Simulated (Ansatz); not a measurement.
TiC (Fm-3m), a vibration from a frozen displacement

All numbers below come from Ansatz, DFT PBEsol, scalar-relativistic, plane waves, PAW. The runs took a 420 eV cutoff, a Γ-centred 18×18×18 mesh and Gaussian smearing (0.15 eV). No spin polarisation. Energies are free energies at this smearing, counted from the undisturbed cell; pressure is positive in compression.

Reference structure (as given, not relaxed at this level; it stands at -6.1 GPa):

```yaml
crystal:
  lattice:
    - [0.00000, 2.16400, 2.16400]
    - [2.16400, 0.00000, 2.16400]
    - [2.16400, 2.16400, 0.00000]
  atoms:
    - { symbol: Ti, position: [0.00000, 0.00000, 0.00000] }
    - { symbol: C, position: [0.50000, 0.50000, 0.50000] }
```

Every C atom is moved by x along the Cartesian unit vector (0.000, 1.000, 0.000); the cell and all other atoms stay fixed. The cell's volume is 20.27 Å³; the moved atoms weigh 12.011 u together and the others 47.867 u. Some rows repeat others by symmetry and weren't run.

| x (Å) | ΔE (meV/cell) | total force on the moved atoms along the move (eV/Å) | pressure (GPa) |
| --- | --- | --- | --- |
| -0.1000 | 46.30 | 0.9116 | -4.9629 |
| -0.0875 | 35.59 | 0.8022 | -5.2437 |
| -0.0750 | 26.25 | 0.6928 | -5.4852 |
| -0.0625 | 18.28 | 0.5816 | -5.6886 |
| -0.0500 | 11.72 | 0.4677 | -5.8545 |
| -0.0375 | 6.60 | 0.3517 | -5.9834 |
| -0.0250 | 2.93 | 0.2347 | -6.0755 |
| -0.0125 | 0.73 | 0.1173 | -6.1307 |
| 0.0000 | 0.00 | 0.0000 | -6.1491 |
| 0.0125 | 0.73 | -0.1173 | -6.1307 |
| 0.0250 | 2.93 | -0.2347 | -6.0755 |
| 0.0375 | 6.60 | -0.3517 | -5.9834 |
| 0.0500 | 11.72 | -0.4677 | -5.8545 |
| 0.0625 | 18.28 | -0.5816 | -5.6886 |
| 0.0750 | 26.25 | -0.6928 | -5.4852 |
| 0.0875 | 35.59 | -0.8022 | -5.2437 |
| 0.1000 | 46.30 | -0.9116 | -4.9629 |

Q: What frequency belongs to this motion?

A: The force constant is k = −dF/dx = 9.384 eV/Å², from the parabola through x = -0.0125, 0 and 0.0125. In every cell the moved atoms swing against the rest, so the mass is μ = m₁m₂/(m₁ + m₂) = 9.602 u, and ν̃ = 521.5 cm⁻¹ × √(|k|/μ) = 516 cm⁻¹, at this cell's pressure of -6.1 GPa. To first order in x, and within 1 %, the force on every atom lies along the move and, within each of the two groups, in proportion to the atom's mass, so this is itself a mode at the zone centre of this cell.

Q: How far does the harmonic law reach?

A: At x = -0.100 Å, kx²/2 = 46.92 meV against the computed 46.30 meV (-1.3 %): the well is still close to harmonic there.

Q: The pressure changes with x². What does that say about the frequency under compression?

A: With E = k(V)x²/2, k ∝ V^(−2γ) and x scaling with the cell as V^(1/3), P − P0 = −∂E/∂V = (2γ − 2/3) ΔE/V. At x = 0.0250 Å, V(P − P0) = 20.27 × 0.07366 / 160.2 eV = 9.32 meV and ΔE = 2.93 meV, so γ = 1/3 + V(P − P0)/(2ΔE) = 1.92. This is the Grüneisen parameter of the motion under uniform scaling of the cell: shrinking the cell evenly by 1 % in volume raises the frequency by about 1.92 %.

In a metal these slopes depend on the k mesh and the smearing.